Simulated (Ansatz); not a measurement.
A distorted cell of SnP₃ (space group R-3m):

```
CELL_PARAMETERS angstrom
      3.76324     2.17271     3.49404
     -3.76324     2.17271     3.49404
      0.00000    -4.34542     3.49404
ATOMIC_POSITIONS crystal
  Sn 0.74240 0.74240 0.74240
  Sn 0.25760 0.25760 0.25760
  P  0.20170 0.20170 0.74835
  P  0.79830 0.79830 0.25165
  P  0.74835 0.20170 0.20170
  P  0.25165 0.79830 0.79830
  P  0.20170 0.74835 0.20170
  P  0.79830 0.25165 0.79830
```

Computed with PBEsol (plane waves to 420 eV, PAW, scalar-relativistic; Ansatz, a first-principles code). k mesh 9×9×9 (Γ-centred), Fermi-Dirac smearing 0.05 eV. The energy includes the smearing's −TS. Compression counts positive. SnP3 was relaxed with its symmetry unable to fall.

Problem. What is the stress tensor (GPa)?

Solution. 
```
   -3.1      0.0      0.0
    0.0     -3.1      0.0
    0.0      0.0     -2.0
```
The pressure, a third of the trace, is -2.7 GPa.

Problem. It is the relaxed cell scaled evenly to V/V₀ = 1.060, atoms relaxed where free. What is its energy relative to the relaxed cell?

Solution. 11 meV/atom.

(Under strain, the slope of the energy per volume gives the stress and its curvature an elastic modulus.)
